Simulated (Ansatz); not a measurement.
TiC (CsCl type, Pm-3m) under volume change, the program Ansatz at the PBE level (PAW), scaled uniformly.

| V (Å³/atom) | E − E(relaxed) (meV/atom) | P (GPa) |
|---|---|---|
| 9.066 | 64.4 | 24.80 |
| 9.365 | 27.2 | 15.30 |
| 9.663 | 6.5 | 7.13 |
| 9.962 | 0.0 | 0.02 |
| 10.261 | 5.8 | -6.12 |
| 10.560 | 22.3 | -11.38 |
| 10.859 | 47.8 | -15.87 |

Problem. What does a third-order Birch–Murnaghan fit give for V₀, B₀ and B′?

Solution. V₀ = 9.96 Å³/atom, B₀ = 219 GPa, B′ = 3.9.

A made-up cell: these elements were put on the sites of a structure type; neither database checked (COD, Materials Project) lists it. It is not the phase usual at ambient conditions (space group No. 225). Symmetry was held in the PBE relaxation; its stability against distortions is not shown here. The run is not spin-polarised.

Potentials: the earlier of the program's two PAW sets.
